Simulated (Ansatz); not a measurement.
A geometry of SnO away from equilibrium: step 9 of the relaxation of a generated trial cell of SnO in the alpha-GeTe structure type. Computed with PBE (plane waves to 420 eV, PAW, scalar-relativistic; Ansatz, a first-principles code). Γ-centred k-mesh 8×8×8 on the run's cell (coarser than for final values), Fermi–Dirac smearing 0.05 eV.

```yaml
crystal:
  lattice:
    - [1.75820, 1.01510, 3.29934]
    - [-1.75820, 1.01510, 3.29934]
    - [0.00000, -2.03019, 3.29934]
  atoms:
    - { symbol: Sn, position: [0.21733, 0.21733, 0.21733] }
    - { symbol: O, position: [0.78267, 0.78267, 0.78267] }
```

Task: Which atoms carry the largest force, and which way does it point?

Result: 0.01 eV/Å, on Sn1, O2 (atoms numbered as listed); on Sn1 its components are (0.00, 0.00, -0.01).

Task: What is the pressure?

Result: +2.4 GPa, compression positive.

Task: How much energy per atom can still be gained by relaxing?

Result: 0.05 eV/atom; the path ends in R3m (No. 160).

No spin polarisation in the result. Without a van der Waals term the distances between weakly bound units are poorly fixed.

The run could not lose the symmetry of its start, so the end can be a saddle point.

The end of the path is a generated cell of SnO: the first start was made by placing the elements on the sites of a structure type, and the end was not matched to a known phase here, so it may be hypothetical. Known forms of SnO include space group No. 129.
